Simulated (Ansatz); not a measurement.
**Computed properties of Cr$_{2}$SiC**

Cr2SiC:
```
CELL_PARAMETERS angstrom
      2.83492     0.00000     0.00000
     -1.41746     2.45511     0.00000
      0.00000     0.00000    11.82584
ATOMIC_POSITIONS crystal
  Cr 0.66667 0.33333 0.91030
  Cr 0.33333 0.66667 0.08970
  Cr 0.33333 0.66667 0.41030
  Cr 0.66667 0.33333 0.58970
  Si 0.66667 0.33333 0.25000
  Si 0.33333 0.66667 0.75000
  C  0.00000 0.00000 0.00000
  C  0.00000 0.00000 0.50000
```
The run is spin-polarised; directions of the spins, atom by atom: 0 0 0 0 0 0 0 0.

Space group P6_3/mmc (No. 194); conventional cell a = 2.8349 Å, b = 2.8349 Å, c = 11.8258 Å, α = 90.00°, β = 90.00°, γ = 120.00°.

Method: DFT-PBEsol in the program Ansatz with PAW potentials. Geometry: relaxed at this level of theory. Other levels are named where they apply.

Cell and energy:

- Volume per atom = 10.29 Å³
- Density = 5.81 g/cm³
- Formation energy from the elements (no fitted shifts) = -0.23 eV/atom

Electronic structure:

- Electronic character = metallic (no gap)
- Density of states at the Fermi level = 0.93 states/eV per atom (mean over ±0.08 eV)

Magnetism:

- Magnetic order = ferromagnetic
- Net moment = 0.12 μB per atom

Mechanics:

* **Bulk modulus (Birch–Murnaghan fit)**: 2290 kbar
* **Pressure derivative B′**: 4.0
* **Elastic constants (relaxed ions, GPa)**: C11 = 342, C12 = 145, C13 = 177, C33 = 434, C44 = 96.9
* **Mechanical stability**: stable (all eigenvalues of C positive)
* **Hill bulk and shear moduli**: 232 and 99.4 GPa
* **Young's modulus**: 261 GPa
* **Poisson's ratio**: 0.31
* **Debye temperature from the elastic constants**: 633 K

The workflow started from a Materials Project entry (that database holds measured and hypothetical structures alike); the Crystallography Open Database copy checked does not list it. Its standing as an ambient phase is unchecked. Symmetry was held in the PBEsol relaxation; whether a distortion lowers the energy is not shown. Spin order of the final state: ferromagnetic, the only order run, not a proven ground state. As this level gives no gap, shear constants depend on the k-mesh and smearing (Fermi–Dirac, 0.1 eV here). The references are the lowest solids computed at this level, not always the standard phases.

Potentials: the later of the program's two PAW sets.
